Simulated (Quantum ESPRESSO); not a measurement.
## Ta3Al2ReGa2 (one run as intended and one with a planted mistake)

Simulated, not a measurement. The program is pw.x of Quantum ESPRESSO 7.5 (plane-wave density functional theory). The cell is made up: eight metal atoms on a face-centred cubic lattice, with elements, volume, strain and displacements drawn at random and not relaxed, so it may be unstable or far from any real phase. PseudoDojo standard norm-conserving files set the functional (PBE unless stated); there is no spin polarisation or spin-orbit coupling, the Fermi-Dirac width of 0.25 eV means electrons at about 2900 K, and the masses in the input are unused placeholders. Heavy elements are run without spin-orbit coupling, which real alloys of them have. A spin test at this wide smearing found no moment, but such smearing suppresses magnetism that the real alloy may have.

Intended input:

```
&control calculation='scf', pseudo_dir='./dojo.nc.sr.pbe.v0_5.standard.upf', outdir='./o', disk_io='minimal', tprnfor=.true., tstress=.true. /
&system ibrav=0, nat=8, ntyp=4, nbnd=56, ecutwfc=92.02030273, nosym=.true., tot_charge=0,
 occupations='smearing', smearing='fd', degauss=0.0183746611
/
&electrons conv_thr=1.470e-08, electron_maxstep=70, mixing_beta=0.5 /
ATOMIC_SPECIES
Al 1.0 Al.upf
Ga 1.0 Ga.upf
Re 1.0 Re.upf
Ta 1.0 Ta.upf
CELL_PARAMETERS angstrom
0.0011 -0.0387 -4.0597
4.0732 0.0047 -0.0011
-0.0094 -8.1946 -0.0775
ATOMIC_POSITIONS angstrom
Ta 0.1937 0.1182 -0.0666
Ta 0.0314 -4.0555 0.0406
Al 2.104 -2.1854 0.0021
Al 1.9797 -6.2124 0.1234
Re -0.0048 -2.0109 -2.0618
Ga 0.0913 -6.2265 -2.1128
Ga 1.8786 -0.2169 -2.0039
Ta 2.0886 -4.1383 -2.1745
K_POINTS automatic
6 6 3 1 1 1
```

The log is shortened where brackets say so; the opening notice, blank lines, dates and the lines on written files are dropped, and the path of the files is cut. It prints rydbergs, bohrs and kilobars, and counts compression as positive stress. Its total energy is the free energy E - TS of the whole cell.

Log of the intended run:

```
     Program PWSCF v.7.5
     Parallel version (MPI & OpenMP), running on       4 processor cores
     Number of MPI processes:                 4
     Threads/MPI process:                     1
     [start-up lines left out]
     bravais-lattice index     =            0
     lattice parameter (alat)  =       7.6721  a.u.
     unit-cell volume          =     914.3538 (a.u.)^3
     number of atoms/cell      =            8
     number of atomic types    =            4
     number of electrons       =        86.00
     number of Kohn-Sham states=           56
     kinetic-energy cutoff     =      92.0203  Ry
     charge density cutoff     =     368.0812  Ry
     scf convergence threshold =      1.5E-08
     mixing beta               =       0.5000
     number of iterations used =            8  plain     mixing
     Exchange-correlation= PBE
                           (   1   4   3   4   0   0   0)
     [axes and pseudopotential details left out]
   Cartesian axes
     site n.     atom                  positions (alat units)
         1        Ta     tau(   1) = (   0.0477107   0.0291141  -0.0164044  )
         2        Ta     tau(   2) = (   0.0077342  -0.9989200   0.0100003  )
         3        Al     tau(   3) = (   0.5182413  -0.5382912   0.0005173  )
         4        Al     tau(   4) = (   0.4876247  -1.5301913   0.0303950  )
         5        Re     tau(   5) = (  -0.0011823  -0.4953096  -0.5078469  )
         6        Ga     tau(   6) = (   0.0224883  -1.5336643  -0.5204089  )
         7        Ga     tau(   7) = (   0.4627225  -0.0534252  -0.4935855  )
         8        Ta     tau(   8) = (   0.5144481  -1.0193147  -0.5356064  )
     number of k points=    54  Fermi-Dirac smearing, width (Ry)=  0.0184
                       cart. coord. in units 2pi/alat
        k(    1) = (   0.0831331  -0.0818872  -0.0825340), wk =   0.0370370
        k(    2) = (   0.0827511   0.2484325  -0.0856829), wk =   0.0370370
     [further k points left out]
     Dense  grid:   109057 G-vectors     FFT dimensions: (  48,  48,  96)
     Estimated max dynamical RAM per process >     348.93 MB
     Estimated total dynamical RAM >       1.28 GB
     Initial potential from superposition of free atoms
     starting charge      85.9867, renormalised to      86.0000
     Starting wfcs are   66 randomized atomic wfcs
     total cpu time spent up to now is        6.0 secs
     per-process dynamical memory:   275.9 Mb
     Self-consistent Calculation
     iteration #  1     ecut=    92.02 Ry     beta= 0.50
     Davidson diagonalization with overlap
     ethr =  1.00E-02,  avg # of iterations =  2.8
     Threshold (ethr) on eigenvalues was too large:
     Diagonalizing with lowered threshold
     Davidson diagonalization with overlap
     ethr =  4.92E-04,  avg # of iterations =  2.4
     total cpu time spent up to now is       28.7 secs
     total energy              =    -879.18867868 Ry
     estimated scf accuracy    <       0.43892063 Ry
     iteration #  2     ecut=    92.02 Ry     beta= 0.50
     Davidson diagonalization with overlap
     ethr =  5.10E-04,  avg # of iterations =  6.9
     total cpu time spent up to now is       43.2 secs
     total energy              =    -878.65027342 Ry
     estimated scf accuracy    <      10.29763438 Ry
     [iterations 3 to 11 left out]
     iteration # 12     ecut=    92.02 Ry     beta= 0.50
     Davidson diagonalization with overlap
     ethr =  1.50E-10,  avg # of iterations =  3.7
     total cpu time spent up to now is      159.3 secs
     total energy              =    -879.37206984 Ry
     estimated scf accuracy    <       0.00000006 Ry
     iteration # 13     ecut=    92.02 Ry     beta= 0.50
     Davidson diagonalization with overlap
     ethr =  6.82E-11,  avg # of iterations =  1.8
     total cpu time spent up to now is      169.5 secs
     End of self-consistent calculation
     [lines on levels left out]
!    total energy              =    -879.37206985 Ry
     estimated scf accuracy    <          3.2E-09 Ry
     smearing contrib. (-TS)   =      -0.08602016 Ry
     internal energy E=F+TS    =    -879.28604969 Ry
     The total energy is F=E-TS. E is the sum of the following terms:
     one-electron contribution =    -252.50664726 Ry
     hartree contribution      =     178.89846392 Ry
     xc contribution           =    -211.57807705 Ry
     ewald contribution        =    -594.09978930 Ry
     convergence has been achieved in  13 iterations
     Forces acting on atoms (cartesian axes, Ry/au):
     atom    1 type  4   force =    -0.10620974   -0.07902408    0.02542779
     atom    2 type  4   force =     0.00331199   -0.04007485   -0.05391526
     atom    3 type  1   force =    -0.00558067    0.05212094   -0.02044330
     atom    4 type  1   force =     0.05144501    0.02970263   -0.03630181
     atom    5 type  3   force =    -0.00102155   -0.03320438   -0.00293246
     atom    6 type  2   force =    -0.01961020    0.04075578    0.01639575
     atom    7 type  2   force =     0.08015338   -0.00954299   -0.01675648
     atom    8 type  4   force =    -0.00248822    0.03926695    0.08852577
     Total force =     0.224312     Total SCF correction =     0.000259
     Computing stress (Cartesian axis) and pressure
          total   stress  (Ry/bohr**3)                   (kbar)     P=      -11.42
  -0.00005677   0.00008120  -0.00007018           -8.35       11.94      -10.32
   0.00008120   0.00011040  -0.00008380           11.94       16.24      -12.33
  -0.00007018  -0.00008380  -0.00028660          -10.32      -12.33      -42.16
     init_run     :      5.76s CPU      5.93s WALL (       1 calls)
     electrons    :    162.89s CPU    163.46s WALL (       1 calls)
     forces       :      2.03s CPU      2.05s WALL (       1 calls)
     stress       :      7.18s CPU      7.36s WALL (       1 calls)
     [timing details left out]
     PWSCF        :   2m57.95s CPU   2m58.94s WALL
     JOB DONE.
```

A second run has one planted mistake: two atoms have their elements exchanged. The input lines that differ:

```
- Ta 0.1937 0.1182 -0.0666
+ Al 0.1937 0.1182 -0.0666
- Al 1.9797 -6.2124 0.1234
+ Ta 1.9797 -6.2124 0.1234
```

Its log:

```
     Program PWSCF v.7.5
     Parallel version (MPI & OpenMP), running on       4 processor cores
     Number of MPI processes:                 4
     Threads/MPI process:                     1
     [start-up lines left out]
     bravais-lattice index     =            0
     lattice parameter (alat)  =       7.6721  a.u.
     unit-cell volume          =     914.3538 (a.u.)^3
     number of atoms/cell      =            8
     number of atomic types    =            4
     number of electrons       =        86.00
     number of Kohn-Sham states=           56
     kinetic-energy cutoff     =      92.0203  Ry
     charge density cutoff     =     368.0812  Ry
     scf convergence threshold =      1.5E-08
     mixing beta               =       0.5000
     number of iterations used =            8  plain     mixing
     Exchange-correlation= PBE
                           (   1   4   3   4   0   0   0)
     [axes and pseudopotential details left out]
   Cartesian axes
     site n.     atom                  positions (alat units)
         1        Al     tau(   1) = (   0.0477107   0.0291141  -0.0164044  )
         2        Ta     tau(   2) = (   0.0077342  -0.9989200   0.0100003  )
         3        Al     tau(   3) = (   0.5182413  -0.5382912   0.0005173  )
         4        Ta     tau(   4) = (   0.4876247  -1.5301913   0.0303950  )
         5        Re     tau(   5) = (  -0.0011823  -0.4953096  -0.5078469  )
         6        Ga     tau(   6) = (   0.0224883  -1.5336643  -0.5204089  )
         7        Ga     tau(   7) = (   0.4627225  -0.0534252  -0.4935855  )
         8        Ta     tau(   8) = (   0.5144481  -1.0193147  -0.5356064  )
     number of k points=    54  Fermi-Dirac smearing, width (Ry)=  0.0184
                       cart. coord. in units 2pi/alat
        k(    1) = (   0.0831331  -0.0818872  -0.0825340), wk =   0.0370370
        k(    2) = (   0.0827511   0.2484325  -0.0856829), wk =   0.0370370
     [further k points left out]
     Dense  grid:   109057 G-vectors     FFT dimensions: (  48,  48,  96)
     Estimated max dynamical RAM per process >     348.93 MB
     Estimated total dynamical RAM >       1.28 GB
     Initial potential from superposition of free atoms
     starting charge      85.9867, renormalised to      86.0000
     Starting wfcs are   66 randomized atomic wfcs
     total cpu time spent up to now is        6.0 secs
     per-process dynamical memory:   275.9 Mb
     Self-consistent Calculation
     iteration #  1     ecut=    92.02 Ry     beta= 0.50
     Davidson diagonalization with overlap
     ethr =  1.00E-02,  avg # of iterations =  2.7
     Threshold (ethr) on eigenvalues was too large:
     Diagonalizing with lowered threshold
     Davidson diagonalization with overlap
     ethr =  4.67E-04,  avg # of iterations =  2.4
     total cpu time spent up to now is       28.8 secs
     total energy              =    -879.17991763 Ry
     estimated scf accuracy    <       0.41776161 Ry
     iteration #  2     ecut=    92.02 Ry     beta= 0.50
     Davidson diagonalization with overlap
     ethr =  4.86E-04,  avg # of iterations =  6.2
     total cpu time spent up to now is       42.7 secs
     total energy              =    -878.83457345 Ry
     estimated scf accuracy    <       5.67980760 Ry
     [iterations 3 to 11 left out]
     iteration # 12     ecut=    92.02 Ry     beta= 0.50
     Davidson diagonalization with overlap
     ethr =  1.88E-10,  avg # of iterations =  2.1
     total cpu time spent up to now is      153.3 secs
     total energy              =    -879.34359581 Ry
     estimated scf accuracy    <       0.00000005 Ry
     iteration # 13     ecut=    92.02 Ry     beta= 0.50
     Davidson diagonalization with overlap
     ethr =  6.11E-11,  avg # of iterations =  1.7
     total cpu time spent up to now is      162.8 secs
     End of self-consistent calculation
     [lines on levels left out]
!    total energy              =    -879.34359582 Ry
     estimated scf accuracy    <          4.2E-09 Ry
     smearing contrib. (-TS)   =      -0.09248410 Ry
     internal energy E=F+TS    =    -879.25111172 Ry
     The total energy is F=E-TS. E is the sum of the following terms:
     one-electron contribution =    -268.87759241 Ry
     hartree contribution      =     187.26742021 Ry
     xc contribution           =    -211.61053913 Ry
     ewald contribution        =    -586.03040038 Ry
     convergence has been achieved in  13 iterations
     Forces acting on atoms (cartesian axes, Ry/au):
     atom    1 type  1   force =    -0.05917635   -0.07362786    0.01700920
     atom    2 type  4   force =     0.00474289    0.01480912   -0.05249282
     atom    3 type  1   force =    -0.00544125    0.04321008   -0.02186964
     atom    4 type  4   force =     0.06248556   -0.00115959   -0.06948769
     atom    5 type  3   force =    -0.00433255   -0.04024785    0.00376008
     atom    6 type  2   force =    -0.03485081    0.03476613    0.04135427
     atom    7 type  2   force =     0.04467253    0.00601576   -0.00753411
     atom    8 type  4   force =    -0.00810002    0.01623421    0.08926071
     Total force =     0.198722     Total SCF correction =     0.000271
     Computing stress (Cartesian axis) and pressure
          total   stress  (Ry/bohr**3)                   (kbar)     P=        2.82
  -0.00008227   0.00010410  -0.00008358          -12.10       15.31      -12.30
   0.00010410   0.00048083  -0.00008018           15.31       70.73      -11.80
  -0.00008358  -0.00008018  -0.00034095          -12.30      -11.80      -50.16
     init_run     :      5.69s CPU      5.87s WALL (       1 calls)
     electrons    :    156.13s CPU    156.84s WALL (       1 calls)
     forces       :      2.07s CPU      2.08s WALL (       1 calls)
     stress       :      7.23s CPU      7.39s WALL (       1 calls)
     [timing details left out]
     PWSCF        :   2m51.25s CPU   2m52.38s WALL
     JOB DONE.
```

|  | intended run | run with the mistake |
| --- | --- | --- |
| free energy (eV) | -11964.467 | -11964.079 |
| entropy term -TS, part of it (eV) | -1.170 | -1.258 |
| pressure (GPa) | -1.14 | 0.28 |
| size of the largest force component (eV/Å) | 2.731 | 2.295 |
| largest change of a force component (eV/Å) |  | 1.411 |
| iterations | 13 | 13 |

For scale, a rerun of the intended cell at a higher cutoff and on a denser mesh moved values by no more than 0.006 eV in energy, 0.04 GPa in stress and 0.015 eV/Å in force, and a second program with other atomic files agreed on that cell to 2 % rms in force and 0.5 GPa in pressure.